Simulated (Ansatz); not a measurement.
MgS (rock salt, Fm-3m) at seven volumes, r²SCAN in the plane-wave PAW code Ansatz, scaled uniformly. One row is withheld.

| V (Å³/atom) | P (GPa) |
|---|---|
| 16.023 | 9.10 |
| 16.551 | 5.59 |
| 17.080 | 2.58 |
| 17.608 | 0.00 |
| 18.136 | ? |
| 18.664 | -4.13 |
| 19.192 | -5.78 |

Problem. Fit the shown pressures and predict the withheld one.

Solution. P = (3/2)B₀(x^(7/2) − x^(5/2))[1 + (3/4)(B′ − 4)(x − 1)] with x = (V₀/V)^(2/3). Least squares on the six rows gives V₀ = 17.608 Å³/atom, B₀ = 79.8 GPa, B′ = 4.03. At V = 18.136, x = 0.9805 and P = -2.22 GPa. The run itself gave -2.22 GPa.

The cell was relaxed with r²SCAN under the symmetry of its start; phonons on a q-mesh show no instability.

Potentials: the later of the program's two PAW sets.
